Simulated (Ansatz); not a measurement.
V4GaS8:
Space group F-43m (No. 216); a = 9.507 Å, b = 9.507 Å, c = 9.507 Å, α = 90.00°, β = 90.00°, γ = 90.00°

| atom | site | symmetry | x | y | z |
|---|---|---|---|---|---|
| V | 16e | .3m | 0.3961 | 0.3961 | 0.3961 |
| Ga | 4a | -43m | 0.0000 | 0.0000 | 0.0000 |
| S | 16e | .3m | 0.1376 | 0.1376 | 0.1376 |
| S | 16e | .3m | 0.6305 | 0.6305 | 0.6305 |
(The calculation used a cell of 13 atoms; values per cell refer to that cell.)

This is the PBEsol-relaxed structure.

**Question.** All from plane-wave PAW PBEsol (Ansatz code), unless another level is named. Estimate the electronic character.

**Answer.** metallic (no gap).

**Question.** What about the density of states at the Fermi level?

**Answer.** 0.66 states/eV per atom (mean over ±0.08 eV).

**Question.** And the formation energy from the elements (no fitted shifts)?

**Answer.** -97 kJ/mol-atom.

The workflow started from a Materials Project entry (that database holds measured and hypothetical structures alike); the Crystallography Open Database files this formula in space group No. 216, but the cells were not matched. Whether it is the stable phase at ambient conditions was not checked. The PBEsol relaxation kept the symmetry of its start; its stability against distortions is not shown here. The workflow began spin-polarised and lost its moments. The references are the lowest solids computed at this level, not always the standard phases. Scalar-relativistic: spin–orbit coupling is off unless named, which matters more the heavier the elements.

Potentials: the later of the program's two PAW sets.
